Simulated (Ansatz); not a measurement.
Ti (hcp, Mg type)

```
CELL_PARAMETERS angstrom
      2.93900     0.00000     0.00000
     -1.46950     2.54525     0.00000
      0.00000     0.00000     4.65011
ATOMIC_POSITIONS crystal
  Ti 0.33333 0.66667 0.75000
  Ti 0.66667 0.33333 0.25000
```

The relaxed cell is deformed in two ways at once: its volume V is scaled, and at that volume it is stretched along z (the c axis of the conventional cell) so that c/a changes. Fractional atomic positions are held.

Calculation: PBE (plane waves to 420 eV, PAW, scalar-relativistic; Ansatz, an electronic-structure program). k mesh 18×18×10 (Γ-centred), Fermi-Dirac smearing 0.05 eV. Compression counts positive. With partly filled bands, the response to shear is sensitive to the k mesh, so small differences along c/a are uncertain. Ti is run without spin polarisation. Ti was relaxed with its symmetry unable to fall.

At one point of the scan the stress tensor (GPa) is:

```
   11.5      0.0      0.0
    0.0     11.5      0.0
    0.0      0.0      9.2
```

Problem. Which point is it?
A) V/V₀ = 0.960, (c/a)/(c/a)₀ = 0.980
B) V/V₀ = 0.920, (c/a)/(c/a)₀ = 1.040
C) V/V₀ = 0.920, (c/a)/(c/a)₀ = 1.020
D) V/V₀ = 0.920, (c/a)/(c/a)₀ = 0.960

Solution. C, V/V₀ = 0.920, (c/a)/(c/a)₀ = 1.020

(Under strain, the slope of the energy per volume gives the stress and its curvature an elastic modulus.)
